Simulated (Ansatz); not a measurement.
One crystal and one scan (energy over volume and axial ratio) at two levels, PBE (plane waves to 420 eV, PAW, scalar-relativistic; Ansatz, a quantum-chemistry and plane-wave program) and r2SCAN (plane waves to 500 eV, PAW, scalar-relativistic; Ansatz), each from its own relaxed cell and on its own mesh. The cell shown is that of PBE.

C (diamond)

```
CELL_PARAMETERS angstrom
      0.00000     1.78578     1.78578
      1.78578     0.00000     1.78578
      1.78578     1.78578     0.00000
ATOMIC_POSITIONS crystal
  C  0.50000 0.50000 0.50000
  C  0.75000 0.75000 0.75000
```

Two coordinates are scanned: the volume, and the ratio of the stretch along z (the conventional c axis) to the stretch across it. Atoms keep their fractional coordinates.

E stands for the smeared free energy. C was relaxed with its symmetry unable to fall. Percentages come from the unrounded values. Both scans cover V/V₀ from 0.920 to 1.080 and (c/a)/(c/a)₀ from 0.880 to 1.120.

```tsv
quantity	PBE	r2SCAN	PBE − r2SCAN
Lattice constant a (Å)	3.572	3.560	+0.012 (+0.3 %)
Band gap of the relaxed cell, no spin-orbit coupling (eV)	4.13	4.36	-0.23 (-5.4 %)
Shear modulus C′ = (C11 − C12)/2 (fit, atoms clamped) (GPa)	463	496	-33 (-6.6 %)
```

PBE gives the higher value for: lattice constant a. PBE gives the lower value for: band gap of the relaxed cell, no spin-orbit coupling; shear modulus C′.

(A scan under strain: stresses follow from slopes of the energy per volume, elastic moduli from its curvatures.)
